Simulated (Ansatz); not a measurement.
LiTaO3:
```
LiTaO3
1.0
    3.89424     0.00000     0.00000
    0.00000     3.89424     0.00000
    0.00000     0.00000     3.95837
Ta Li O
1 1 3
Direct
  0.50000   0.50000   0.40518
  0.00000   0.00000   0.15896
  0.50000   0.50000   0.86672
  0.50000   0.00000   0.33757
  0.00000   0.50000   0.33757
```

This is the LDA-relaxed structure. x, y and z are the axes in which the lattice vectors are written.

### Question
All from DFT-LDA in the program Ansatz with PAW potentials, unless another level is named. Estimate the Debye temperature from the elastic constants.

### Answer
516 K.

### Question
Give the piezoelectric stress constants (proper, relaxed ions, C/m²).

### Answer
e15 = e24 = 1.15, e31 = e32 = -0.15, e33 = 3.46.

Space group P4mm. The start of the workflow was typed in or built on a structure type; neither database checked (COD, Materials Project) lists it. It is not the phase usual at ambient conditions (space group No. 161). The cell was relaxed with LDA under the symmetry of its start. At this level the phase is dynamically unstable (imaginary phonons). The run is not spin-polarised. Signs of piezoelectric constants follow the polarity of the cell as given. Spin–orbit coupling is left out wherever it is not named.

Potentials: the earlier of the program's two PAW sets. The files were generated under PBE; for other functionals the program regenerates the frozen cores, and for LDA and PBEsol the local potential too.
